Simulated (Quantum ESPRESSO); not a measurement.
## Mg7ZnO8 (finding a planted mistake in a log)

A calculation, not a measurement. The program is pw.x of Quantum ESPRESSO 7.5 (plane-wave density functional theory). The cell is made up: 16 atoms on a doubled zincblende/diamond lattice, with randomly drawn elements, strain and displacements, not relaxed. PseudoDojo standard norm-conserving files (v0.5 for PBE, v0.4.1 for LDA and PBEsol) set the functional; there is no spin polarisation, spin-orbit coupling or dispersion term, and the masses in the input are unused placeholders.

Intended input:

```
&control calculation='scf', pseudo_dir='./dojo.nc.sr.pbe.v0_5.standard.upf', outdir='./o', disk_io='low', tprnfor=.true., tstress=.true. /
&system ibrav=0, nat=16, ntyp=3, nbnd=75, ecutwfc=84.00895049, nosym=.true., tot_charge=0,
 occupations='smearing', smearing='fd', degauss=0.0018374661
/
&electrons conv_thr=7.350e-09, electron_maxstep=60, /
ATOMIC_SPECIES
Mg 1.0 Mg.upf
O 1.0 O.upf
Zn 1.0 Zn.upf
CELL_PARAMETERS angstrom
4.6097 0.0 0.0
0.0 4.6097 0.0
0.0 0.0 9.2194
ATOMIC_POSITIONS angstrom
Mg -0.0186 -0.1314 0.0524
Mg 0.0404 2.32 2.2695
Mg 2.16 -0.0691 2.1243
Zn 2.3492 2.354 -0.0169
Mg 0.0747 0.0067 4.5507
Mg 0.0348 2.3026 6.9649
Mg 2.3547 -0.0465 6.7637
Mg 2.3508 2.3085 4.623
O 1.1063 1.2638 1.1
O 1.2323 3.4754 3.4206
O 3.5253 0.9953 3.4158
O 3.5322 3.4489 1.3199
O 1.1544 1.0351 5.5635
O 1.3433 3.1168 7.9414
O 3.5306 1.3705 8.1497
O 3.5988 3.4633 5.8702
K_POINTS automatic
5 5 3 1 1 1
```

The log is shortened where brackets say so; the opening notice, blank lines, dates and the lines on written files are dropped, and the path of the files is cut. It prints rydbergs, bohrs and kilobars, and counts compression as positive stress. Where no state is partly filled, the Fermi energy that it prints is only some level between the filled and the empty states on the mesh, and need not lie in the true gap.

Log of the intended run:

```
     Program PWSCF v.7.5
     Parallel version (MPI & OpenMP), running on       4 processor cores
     Number of MPI processes:                 4
     Threads/MPI process:                     1
     [start-up lines left out]
     bravais-lattice index     =            0
     lattice parameter (alat)  =       8.7111  a.u.
     unit-cell volume          =    1322.0400 (a.u.)^3
     number of atoms/cell      =           16
     number of atomic types    =            3
     number of electrons       =       138.00
     number of Kohn-Sham states=           75
     kinetic-energy cutoff     =      84.0090  Ry
     charge density cutoff     =     336.0358  Ry
     scf convergence threshold =      7.3E-09
     mixing beta               =       0.7000
     number of iterations used =            8  plain     mixing
     Exchange-correlation= PBE
                           (   1   4   3   4   0   0   0)
     [axes and pseudopotential details left out]
   Cartesian axes
     site n.     atom                  positions (alat units)
         1        Mg     tau(   1) = (  -0.0040350  -0.0285051   0.0113673  )
         2        Mg     tau(   2) = (   0.0087641   0.5032865   0.4923314  )
         3        Mg     tau(   3) = (   0.4685771  -0.0149901   0.4608326  )
         4        Zn     tau(   4) = (   0.5096210   0.5106623  -0.0036662  )
         5        Mg     tau(   5) = (   0.0162050   0.0014535   0.9872009  )
         6        Mg     tau(   6) = (   0.0075493   0.4995119   1.5109226  )
         7        Mg     tau(   7) = (   0.5108142  -0.0100874   1.4672755  )
         8        Mg     tau(   8) = (   0.5099681   0.5007918   1.0028852  )
         9        O      tau(   9) = (   0.2399939   0.2741610   0.2386272  )
        10        O      tau(  10) = (   0.2673276   0.7539319   0.7420440  )
        11        O      tau(  11) = (   0.7647569   0.2159143   0.7410027  )
        12        O      tau(  12) = (   0.7662538   0.7481832   0.2863310  )
        13        O      tau(  13) = (   0.2504284   0.2245482   1.2069115  )
        14        O      tau(  14) = (   0.2914072   0.6761394   1.7227585  )
        15        O      tau(  15) = (   0.7659067   0.2973079   1.7679459  )
        16        O      tau(  16) = (   0.7807016   0.7513070   1.2734451  )
     number of k points=    38  Fermi-Dirac smearing, width (Ry)=  0.0018
                       cart. coord. in units 2pi/alat
        k(    1) = (   0.1000000   0.1000000   0.0833333), wk =   0.0533333
        k(    2) = (   0.1000000   0.1000000  -0.2500000), wk =   0.0533333
     [further k points left out]
     Dense  grid:   137461 G-vectors     FFT dimensions: (  54,  54, 108)
     Estimated max dynamical RAM per process >     434.59 MB
     Estimated total dynamical RAM >       1.60 GB
     Initial potential from superposition of free atoms
     starting charge     137.9942, renormalised to     138.0000
     Starting wfcs are   77 randomized atomic wfcs
     total cpu time spent up to now is        5.8 secs
     per-process dynamical memory:   332.1 Mb
     Self-consistent Calculation
     iteration #  1     ecut=    84.01 Ry     beta= 0.70
     Davidson diagonalization with overlap
     ethr =  1.00E-02,  avg # of iterations =  4.9
     total cpu time spent up to now is       21.4 secs
     total energy              =   -1513.41391136 Ry
     estimated scf accuracy    <       4.76480398 Ry
     iteration #  2     ecut=    84.01 Ry     beta= 0.70
     Davidson diagonalization with overlap
     ethr =  3.45E-03,  avg # of iterations =  3.0
     total cpu time spent up to now is       37.3 secs
     total energy              =   -1514.47060277 Ry
     estimated scf accuracy    <       6.21481150 Ry
     [iterations 3 to 11 left out]
     iteration # 12     ecut=    84.01 Ry     beta= 0.70
     Davidson diagonalization with overlap
     ethr =  5.66E-11,  avg # of iterations =  2.4
     total cpu time spent up to now is      177.2 secs
     total energy              =   -1515.62790650 Ry
     estimated scf accuracy    <       0.00000002 Ry
     iteration # 13     ecut=    84.01 Ry     beta= 0.70
     Davidson diagonalization with overlap
     ethr =  1.78E-11,  avg # of iterations =  2.0
     total cpu time spent up to now is      189.9 secs
     End of self-consistent calculation
     [lines on levels left out]
     the Fermi energy is     7.1219 ev
!    total energy              =   -1515.62790650 Ry
     estimated scf accuracy    <          3.4E-09 Ry
     smearing contrib. (-TS)   =       0.00000000 Ry
     internal energy E=F+TS    =   -1515.62790650 Ry
     The total energy is F=E-TS. E is the sum of the following terms:
     one-electron contribution =   -1055.07133828 Ry
     hartree contribution      =     553.27520543 Ry
     xc contribution           =    -224.35944549 Ry
     ewald contribution        =    -789.47232816 Ry
     convergence has been achieved in  13 iterations
     Forces acting on atoms (cartesian axes, Ry/au):
     atom    1 type  1   force =     0.00867191    0.04782360   -0.02989997
     atom    2 type  1   force =    -0.00569906   -0.03998000    0.06845953
     atom    3 type  1   force =     0.04927509    0.04472812    0.05591820
     atom    4 type  3   force =     0.03046950   -0.02820591    0.08553357
     atom    5 type  1   force =    -0.04276100   -0.05786923   -0.03345892
     atom    6 type  1   force =     0.00169659   -0.04414818   -0.06039163
     atom    7 type  1   force =    -0.01875651    0.02533905    0.04248939
     atom    8 type  1   force =     0.02013987   -0.01192901   -0.03098513
     atom    9 type  2   force =     0.01526326   -0.06288592   -0.01752056
     atom   10 type  2   force =    -0.01423879   -0.03274852    0.00678906
     atom   11 type  2   force =    -0.03481449    0.05448202   -0.01761559
     atom   12 type  2   force =    -0.03060945    0.02337359   -0.07103778
     atom   13 type  2   force =     0.05324474    0.06067085    0.09330553
     atom   14 type  2   force =    -0.03715184    0.15934954   -0.02036367
     atom   15 type  2   force =     0.01493210   -0.13091480   -0.01838882
     atom   16 type  2   force =    -0.00966190   -0.00708519   -0.05283319
     Total force =     0.349646     Total SCF correction =     0.000088
     Computing stress (Cartesian axis) and pressure
          total   stress  (Ry/bohr**3)                   (kbar)     P=       42.61
   0.00043093  -0.00011171   0.00010613           63.39      -16.43       15.61
  -0.00011171   0.00012964  -0.00009111          -16.43       19.07      -13.40
   0.00010613  -0.00009111   0.00030849           15.61      -13.40       45.38
     init_run     :      5.31s CPU      5.59s WALL (       1 calls)
     electrons    :    179.75s CPU    184.18s WALL (       1 calls)
     forces       :      2.27s CPU      2.30s WALL (       1 calls)
     stress       :      7.80s CPU      8.02s WALL (       1 calls)
     [timing details left out]
     PWSCF        :   3m15.37s CPU   3m20.47s WALL
     JOB DONE.
```

A second run was made from an input with one planted mistake. Its log:

```
     Program PWSCF v.7.5
     Parallel version (MPI & OpenMP), running on       4 processor cores
     Number of MPI processes:                 4
     Threads/MPI process:                     1
     [start-up lines left out]
     bravais-lattice index     =            0
     lattice parameter (alat)  =       8.7111  a.u.
     unit-cell volume          =    1322.0400 (a.u.)^3
     number of atoms/cell      =           16
     number of atomic types    =            3
     number of electrons       =       138.00
     number of Kohn-Sham states=           93
     kinetic-energy cutoff     =      84.0090  Ry
     charge density cutoff     =     336.0358  Ry
     scf convergence threshold =      7.3E-09
     mixing beta               =       0.7000
     number of iterations used =            8  plain     mixing
     Exchange-correlation= PBE
                           (   1   4   3   4   0   0   0)
     [axes and pseudopotential details left out]
   Cartesian axes
     site n.     atom                  positions (alat units)
         1        Mg     tau(   1) = (  -0.0040350  -0.0285051   0.0113673  )
         2        Mg     tau(   2) = (   0.0087641   0.5032865   0.4923314  )
         3        Mg     tau(   3) = (   0.4685771  -0.0149901   0.4608326  )
         4        Zn     tau(   4) = (   0.5096210   0.5106623  -0.0036662  )
         5        Mg     tau(   5) = (   0.0162050   0.0014535   0.9872009  )
         6        Mg     tau(   6) = (   0.0075493   0.4995119   1.5109226  )
         7        Mg     tau(   7) = (   0.5108142  -0.0100874   1.4672755  )
         8        Mg     tau(   8) = (   0.5099681   0.5007918   1.0028852  )
         9        O      tau(   9) = (   0.2399939   0.2741610   0.2386272  )
        10        O      tau(  10) = (   0.2673276   0.7539319   0.7420440  )
        11        O      tau(  11) = (   0.7647569   0.2159143   0.7410027  )
        12        O      tau(  12) = (   0.7662538   0.7481832   0.2863310  )
        13        O      tau(  13) = (   0.2504284   0.2245482   1.2069115  )
        14        O      tau(  14) = (   0.2914072   0.6761394   1.7227585  )
        15        O      tau(  15) = (   0.7659067   0.2973079   1.7679459  )
        16        O      tau(  16) = (   0.7807016   0.7513070   1.2734451  )
     number of k points=    38  Fermi-Dirac smearing, width (Ry)=  0.0544
                       cart. coord. in units 2pi/alat
        k(    1) = (   0.1000000   0.1000000   0.0833333), wk =   0.0533333
        k(    2) = (   0.1000000   0.1000000  -0.2500000), wk =   0.0533333
     [further k points left out]
     Dense  grid:   137461 G-vectors     FFT dimensions: (  54,  54, 108)
     Estimated max dynamical RAM per process >     506.02 MB
     Estimated total dynamical RAM >       1.88 GB
     Initial potential from superposition of free atoms
     starting charge     137.9942, renormalised to     138.0000
     Starting wfcs are   77 randomized atomic wfcs +   16 random wfcs
     total cpu time spent up to now is        6.8 secs
     per-process dynamical memory:   385.5 Mb
     Self-consistent Calculation
     iteration #  1     ecut=    84.01 Ry     beta= 0.70
     Davidson diagonalization with overlap
     ethr =  1.00E-02,  avg # of iterations =  5.8
     total cpu time spent up to now is       28.1 secs
     total energy              =   -1513.44093497 Ry
     estimated scf accuracy    <       4.71173278 Ry
     iteration #  2     ecut=    84.01 Ry     beta= 0.70
     Davidson diagonalization with overlap
     ethr =  3.41E-03,  avg # of iterations =  2.2
     total cpu time spent up to now is       47.4 secs
     total energy              =   -1514.02590507 Ry
     estimated scf accuracy    <       7.85374067 Ry
     [iterations 3 to 12 left out]
     iteration # 13     ecut=    84.01 Ry     beta= 0.70
     Davidson diagonalization with overlap
     ethr =  1.12E-11,  avg # of iterations =  2.0
     total cpu time spent up to now is      231.5 secs
     total energy              =   -1515.66684198 Ry
     estimated scf accuracy    <       0.00000001 Ry
     iteration # 14     ecut=    84.01 Ry     beta= 0.70
     Davidson diagonalization with overlap
     ethr =  9.68E-12,  avg # of iterations =  2.0
     total cpu time spent up to now is      247.9 secs
     End of self-consistent calculation
     [lines on levels left out]
     the Fermi energy is     7.9603 ev
!    total energy              =   -1515.66684198 Ry
     estimated scf accuracy    <          1.1E-09 Ry
     smearing contrib. (-TS)   =      -0.16252788 Ry
     internal energy E=F+TS    =   -1515.50431410 Ry
     The total energy is F=E-TS. E is the sum of the following terms:
     one-electron contribution =   -1054.62816296 Ry
     hartree contribution      =     552.88486304 Ry
     xc contribution           =    -224.28868602 Ry
     ewald contribution        =    -789.47232816 Ry
     convergence has been achieved in  14 iterations
     Forces acting on atoms (cartesian axes, Ry/au):
     atom    1 type  1   force =     0.01031482    0.04341478   -0.02993664
     atom    2 type  1   force =    -0.00321606   -0.03595691    0.06159142
     atom    3 type  1   force =     0.04537678    0.04078448    0.04591709
     atom    4 type  3   force =     0.02883856   -0.02498421    0.08452890
     atom    5 type  1   force =    -0.04172901   -0.05971619   -0.02885714
     atom    6 type  1   force =     0.00165996   -0.04278459   -0.05872359
     atom    7 type  1   force =    -0.01906057    0.02451986    0.04582917
     atom    8 type  1   force =     0.01906001   -0.00993987   -0.02606328
     atom    9 type  2   force =     0.01419399   -0.05789388   -0.01384095
     atom   10 type  2   force =    -0.01373507   -0.03194830    0.01060813
     atom   11 type  2   force =    -0.03478196    0.05253520   -0.01761615
     atom   12 type  2   force =    -0.02945002    0.02185620   -0.06186853
     atom   13 type  2   force =     0.05239818    0.06054031    0.08692448
     atom   14 type  2   force =    -0.03380473    0.15027913   -0.02488115
     atom   15 type  2   force =     0.01278123   -0.12329903   -0.01646855
     atom   16 type  2   force =    -0.00884611   -0.00740699   -0.05714322
     Total force =     0.331529     Total SCF correction =     0.000089
     Computing stress (Cartesian axis) and pressure
          total   stress  (Ry/bohr**3)                   (kbar)     P=       55.94
   0.00051171  -0.00010966   0.00010903           75.27      -16.13       16.04
  -0.00010966   0.00023000  -0.00008475          -16.13       33.83      -12.47
   0.00010903  -0.00008475   0.00039909           16.04      -12.47       58.71
     init_run     :      6.35s CPU      6.75s WALL (       1 calls)
     electrons    :    235.48s CPU    241.07s WALL (       1 calls)
     forces       :      2.73s CPU      2.76s WALL (       1 calls)
     stress       :      8.84s CPU      9.04s WALL (       1 calls)
     [timing details left out]
     PWSCF        :   4m13.55s CPU   4m19.90s WALL
     JOB DONE.
```

Question: what was wrong in the second input?

Answer: the smearing is too wide. The input lines that differ, file-writing options aside:

```
- &system ibrav=0, nat=16, ntyp=3, nbnd=75, ecutwfc=84.00895049, nosym=.true., tot_charge=0,
+ &system ibrav=0, nat=16, ntyp=3, nbnd=93, ecutwfc=84.00895049, nosym=.true., tot_charge=0,
-  occupations='smearing', smearing='fd', degauss=0.0018374661
+  occupations='smearing', smearing='fd', degauss=0.0543889968
```

|  | intended run | run with the mistake |
| --- | --- | --- |
| free energy (eV) | -20621.168 | -20621.698 |
| smearing term -TS (eV) | 0.0000 | -2.2113 |
| pressure (GPa) | 4.26 | 5.59 |
| largest force component (eV/Å) | 4.097 | 3.864 |
| largest change of a force component (eV/Å) |  | 0.257 |
| iterations | 13 | 14 |

For scale, a rerun of the intended cell at 1437 eV and a 7 x 7 x 5 mesh moved values by no more than 0.007 eV in energy, 0.05 GPa in stress and 0.005 eV/Å in force. The number of bands, nbnd, was set by rule from the electron count and the smearing, so it follows the mistake.